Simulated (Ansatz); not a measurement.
BAs:
```cif
data_AsB
_chemical_formula_sum 'B1 As1'
_space_group_name_H-M_alt 'P 1'
_space_group_IT_number 1
_cell_length_a 3.38263
_cell_length_b 3.38263
_cell_length_c 3.38263
_cell_angle_alpha 60.000
_cell_angle_beta 60.000
_cell_angle_gamma 60.000
loop_
_space_group_symop_operation_xyz
  'x, y, z'
loop_
_atom_site_label
_atom_site_type_symbol
_atom_site_fract_x
_atom_site_fract_y
_atom_site_fract_z
_atom_site_occupancy
B1 B 0.25000 0.25000 0.25000 1
As1 As 0.50000 0.50000 0.50000 1
```

Relaxed with r²SCAN. Independent-particle spectrum: no excitons, no local fields, no scissors shift; 0.1 eV broadening; ε₁ of the summed bands alone.

Problem. Tabulate the dielectric function from DFT-r²SCAN in the program Ansatz with PAW potentials.

Solution. 

```csv
E (eV),ε₁ xx,ε₂ xx
0.0,9.28,0.00
0.4,9.32,0.00
0.8,9.44,0.00
1.2,9.65,0.00
1.6,9.98,0.00
2.0,10.44,0.00
2.4,11.11,0.00
2.8,12.12,0.00
3.2,13.86,0.00
3.6,16.88,2.57
4.0,17.62,5.26
4.4,18.15,8.55
4.8,18.10,12.84
5.2,15.26,15.51
5.6,16.38,18.31
6.0,6.75,45.47
6.4,-9.16,19.01
6.8,-5.78,14.18
7.2,-7.59,12.38
7.6,-6.67,9.79
8.0,-7.25,7.88
8.4,-6.38,5.96
8.8,-5.67,4.75
9.2,-5.03,3.87
9.6,-4.42,3.17
10.0,-3.89,2.67
10.4,-3.42,2.27
10.8,-3.00,1.95
11.2,-2.45,1.64
11.6,-2.21,1.90
12.0,-2.22,1.62
```

Problem. From ε at 4.9 eV (xx: 17.25 + 14.26i), find n, k, the normal reflectivity and the absorption coefficient.

Solution. n = 4.45, k = 1.602, R = 45 %, α = 2kE/ħc = 800000 cm⁻¹.

With all bands, ε∞ without local fields is 9.33.

Space group F-43m (zinc blende). The cell was relaxed with r²SCAN under the symmetry of its start. The volume moved by 18 % from the start of the relaxation. Spin–orbit coupling is left out wherever it is not named.

Potentials: the later of the program's two PAW sets.
